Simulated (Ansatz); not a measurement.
NbRu:
```yaml
crystal:
  lattice:
    - [3.00459, 0.00000, 0.00000]
    - [0.00000, 3.00459, 0.00000]
    - [0.00000, 0.00000, 3.36469]
  atoms:
    - { symbol: Nb, position: [0.00000, 0.00000, 0.00000] }
    - { symbol: Ru, position: [0.50000, 0.50000, 0.50000] }
```

Relaxed with LDA. Special points in fractions of this cell's reciprocal vectors: Γ (0.000, 0.000, 0.000); X (0.000, 0.500, 0.000); M (0.500, 0.500, 0.000); Z (0.000, 0.000, 0.500); R (0.000, 0.500, 0.500); A (0.500, 0.500, 0.500).

List the band energies nearest the Fermi level at these points for the program Ansatz at the LDA level (PAW).

In eV from the Fermi level; about four levels below and three above (degenerate sets whole), none deeper than 8.9 eV; points with the same levels are listed once.

| k | below | above |
|---|---|---|
| Γ | -5.71 -2.38 -2.38 -1.40 | 0.27 1.70 3.83 |
| X | -2.18 -1.86 -1.12 -0.91 | 0.21 1.94 2.10 |
| M | -5.94 -5.69 -4.66 -4.66 | 0.49 1.26 2.13 2.13 |
| Z | -2.66 -1.66 -1.66 -0.67 | 0.24 0.56 0.56 |
| R | -5.53 -3.46 -3.45 -0.85 | 0.71 0.81 1.19 |
| A | -3.15 -3.15 -2.58 -2.58 -0.25 | 0.52 3.21 4.42 |

Space group P4/mmm (L1₀ or tetragonal B2). The workflow started from a Materials Project entry (that database holds measured and hypothetical structures alike); the Crystallography Open Database files this formula in space group No. 123, but the cells were not matched. Whether it is the stable phase at ambient conditions was not checked. The LDA relaxation kept the symmetry of its start; of distortions, only those at the zone centre were tested. No spin polarisation was allowed. Scalar-relativistic: spin–orbit coupling is off unless named, which matters more the heavier the elements.

Potentials: the later of the program's two PAW sets.
